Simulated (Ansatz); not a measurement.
This CrB3S2 structure is the end of a relaxation. The cell was found from a structure generator's guess, not taken from experiment.

These are results of DFT PBE, scalar-relativistic, plane waves, PAW (Ansatz), not measurements. Cutoff 420 eV, Γ-centred mesh, Gaussian smearing, no spin polarisation.

```
CELL_PARAMETERS angstrom
4.15953 0.00000 0.00000
-2.07976 3.60226 0.00000
0.00000 0.00000 7.18526
ATOMIC_POSITIONS crystal
Cr 0.00000 0.00000 0.50000
B 0.00000 0.00000 0.00000
B 0.00000 0.00000 0.78028
B 0.00000 0.00000 0.21972
S 0.33333 0.66667 0.50000
S 0.66667 0.33333 0.50000
```

Formation energies are uncorrected and refer to the elements' standard structures at the same level.

(1) What space group does it have?

(2) What is its formation energy per atom?

(3) Is it a metal?

Results:

(1) P6/mmm (No. 191). Conventional cell: a = 4.160 Å, c = 7.185 Å. Cr is surrounded by 2 B at 2.01 Å and 6 S at 2.40 Å; B on a site of symmetry 6/mmm is surrounded by 2 B at 1.58 Å; B on a site of symmetry 6mm has 1 B at 1.58 Å, 1 Cr at 2.01 Å and 6 S at 3.13 Å; around S lie 3 Cr at 2.40 Å, 3 S at 2.40 Å and 6 B at 3.13 Å.

(2) +1.18 eV/atom. A positive value: parting into the elements would lower its energy.

(3) Yes, bands cross the Fermi level on the 12×12×6 mesh.

The last run used a 12×12×6 mesh (in the run's order of axes) for its 6-atom cell and Gaussian smearing of 0.10 eV. An odd number of electrons in the primitive cell allows no gap without spin; a larger cell or a magnetic state could open one. No Hubbard U is applied to the 3d shell of Cr. The reference form of S is held partly by dispersion forces, which this level lacks. Trial moments died out on the coarse mesh, so the last step has no spin; another magnetic start might hold. Symmetry constrained the relaxation, so the result can be a saddle point. Another cell of CrB3S2 relaxed alike, in P6/mmm, lies 0.57 eV/atom lower, so this cell isn't the stable form at this level.
